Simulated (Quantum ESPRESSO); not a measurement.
# One change at a time to Hf4RuTaZr2

Calculated results; nothing here was measured. They come from Quantum ESPRESSO 7.5, a public plane-wave density functional program. Each row is one single-point run on a made-up periodic cell of eight metal atoms, with elements, volume, strain and displacements drawn at random and not relaxed, so a cell may be unstable or far from any real phase. There is no spin polarisation or spin-orbit coupling.

Settings: PBE unless stated; PseudoDojo standard norm-conserving files; Fermi-Dirac width 0.25 eV, which means electrons at about 2900 K; cutoff 1143 eV; 8 x 4 x 3 k mesh shifted half a step off Gamma. E is the free energy of the whole cell (internal energy minus TS), so a -TS column is already part of it. Stress is positive in tension, and the pressure P is minus a third of its trace.

Checks: one run of this series was repeated at a higher cutoff and on a denser mesh, which moved values by no more than 0.002 eV, 0.03 GPa and 0.003 eV/Å, and a second program with other atomic files agreed on it to 2 % rms in force and 0.5 GPa in pressure. Known limits: heavy elements are run without spin-orbit coupling, which real alloys of them have; a spin test at this wide smearing found no moment, but such smearing suppresses magnetism that the real alloy may have.

The lattice is hexagonal close-packed, and the cell vectors in Å are (3.178, 0.000, 0.000); (1.589, -2.752, -5.099); (1.589, 8.256, -5.099), a volume of 178.35 Å³ in run 1. The elements on sites 1 to 8 are Hf Hf Zr Hf Ta Ru Zr Hf. Each later run makes one change to run 1 and keeps the rest. E is counted from run 1, and is n/a where other atomic files have another zero of energy.

| run | change | V (Å³) | P (GPa) | -TS (eV) | rms force (eV/Å) | largest change of a force component (eV/Å) | E (eV) |
|---|---|---|---|---|---|---|---|
| 1 | none | 178.35 | -6.54 | -2.158 | 0.387 | 0.000 | 0.000 |
| 2 | sites 7 and 8 exchanged | 178.35 | -6.50 | -2.157 | 0.377 | 0.204 | 0.009 |
| 3 | all lengths scaled by -0.78 % | 174.20 | -4.23 | -2.102 | 0.409 | 0.078 | ? |
| 4 | LDA in place of PBE | 178.35 | -14.92 | -2.193 | 0.365 | 0.095 | n/a |
| 5 | Zn on site 6 | 178.35 | -3.68 | -1.969 | 0.282 | 0.611 | n/a |
| 6 | site 5 moved by +0.14 Å along z | 178.35 | -6.45 | -2.156 | 0.392 | 0.717 | 0.001 |

## Worked estimate

Along a uniform scaling dE = -P dV. The mean of the two pressures is -5.385 GPa and the volume changes by -4.15 Å³, with 160.2 GPa to one eV/Å³. The same two rows give -V dP/dV = 98 GPa for this cell with clamped atoms, which is not the bulk modulus of a real alloy.

## Withheld value

Question: what E should run 3 give?

The estimate is -0.139 eV. The calculation gave -0.140 eV.
